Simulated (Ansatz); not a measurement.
# P vacancy in La2PI2

Computed with the plane-wave PAW code Ansatz (scalar-relativistic, PAW set soft_2): PBEsol, no spin polarisation, 420 eV cutoff, k-mesh 3×3×2 shifted by half a step.

The relaxed host crystal (no gap at this level of theory):

```yaml
crystal:
  lattice:
    - [4.27238, 0.00000, 0.00000]
    - [-2.13619, 3.69999, 0.00000]
    - [0.00000, 0.00000, 10.96729]
  atoms:
    - { symbol: I, position: [0.66667, 0.33333, 0.66156] }
    - { symbol: I, position: [0.33333, 0.66667, 0.33844] }
    - { symbol: La, position: [0.33333, 0.66667, 0.85386] }
    - { symbol: La, position: [0.66667, 0.33333, 0.14614] }
    - { symbol: P, position: [0.00000, 0.00000, 0.00000] }
```

Supercell of 20 atoms, rows of the matrix [[2,2,0],[-2,0,0],[0,0,1]] times the cell vectors; P vacancy at (0.000, 0.000, 0.000) in fractions of the cell above. Atoms are relaxed at the host's cell, from a start shaken by 0.03 Å near the defect. The cell loses 1 of its 4 P, so this is a heavily defective crystal.

Distances from the empty P site (Å), by shell of the perfect crystal:

| shell | perfect crystal | relaxed, charge 0 |
| --- | --- | --- |
| 6 La | 2.94 | 2.96 |

| charge | gap of the cell on the mesh (eV) |
| --- | --- |
| 0 | 0.00 |

Formation energy of the neutral defect: 4.30 eV, taking atoms from and to the elements' standard states (no corrections for gases), so it belongs to those chemical potentials alone.

Relaxed cell at charge 0:

```
La2PI2 V_P charge 0
1.0
     4.2724    7.4000    0.0000
    -8.5448    0.0000    0.0000
     0.0000    0.0000   10.9673
I La P
8 8 3
Direct
  0.1675 0.3339 0.6662
  0.1713 0.8359 0.6630
  0.6656 0.3302 0.6631
  0.6657 0.8359 0.6631
  0.3361 0.6711 0.3368
  0.3360 0.1654 0.3368
  0.8342 0.6674 0.3337
  0.8304 0.1654 0.3367
  0.3316 0.6622 0.8560
  0.3316 0.1698 0.8561
  0.8343 0.6673 0.8545
  0.8394 0.1699 0.8561
  0.1676 0.3340 0.1453
  0.1625 0.8314 0.1438
  0.6702 0.3392 0.1439
  0.6701 0.8314 0.1438
  0.5009 0.5006 0.9999
  0.0009 0.0006 0.0000
  0.0009 0.5007 0.0000
```

Caveats: small supercell, so energies and levels can be off by tenths of an eV; one random start near the defect, so other minima are possible.
